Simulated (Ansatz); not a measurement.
# ¹⁴N nuclear quadrupole resonance in Ca₇TiN₆

Cell: a computed structure from the Materials Project (it need not be an observed phase), atoms as given.

```cif
data_Ca7TiN6
_symmetry_space_group_name_H-M 'Ibam'
_symmetry_Int_Tables_number 72
_cell_length_a 6.3311
_cell_length_b 11.5166
_cell_length_c 12.8152
_cell_angle_alpha 90.000
_cell_angle_beta 90.000
_cell_angle_gamma 90.000
loop_
_atom_site_label
_atom_site_type_symbol
_atom_site_symmetry_multiplicity
_atom_site_Wyckoff_symbol
_atom_site_fract_x
_atom_site_fract_y
_atom_site_fract_z
Ca1 Ca 8 j 0.7780 0.4549 0.5000
Ca5 Ca 16 k 0.6274 0.2781 0.8742
Ca13 Ca 4 b 0.5000 0.0000 0.2500
Ti Ti 4 a 0.0000 0.0000 0.2500
N17 N 16 k 0.1891 0.8947 0.1762
N25 N 8 j 0.3890 0.8431 0.5000
```

One atom of each set is listed; the run and its k-mesh use a cell of 28 atoms with edges of 9.18, 9.18, 9.18 Å.

Computed with Ansatz: DFT, r2SCAN, plane waves and PAW, scalar-relativistic, 500 eV cutoff, Γ-centred 5×5×5 k-points, Fermi–Dirac smearing 0.02 eV.

¹⁴N: I = 1, Q = 20.44 mb (year-2017 value). Static lattice, zero field.

(1) At which frequencies do the ¹⁴N NQR lines lie?

Results:

(1) For I = 1 the lines are ν± = (3/4)|C_Q|(1 ± η/3) and ν₀ = |C_Q|η/2.

| site | atoms | V_zz (10²¹ V/m²) | C_Q (MHz) | η | line frequencies (MHz) |
| --- | --- | --- | --- | --- | --- |
| N17 | 8 | 3.10 | 1.53 | 0.83 | 0.635, 0.831, 1.47 |
| N25 | 4 | -1.21 | -0.596 | 0.61 | 0.182, 0.356, 0.538 |
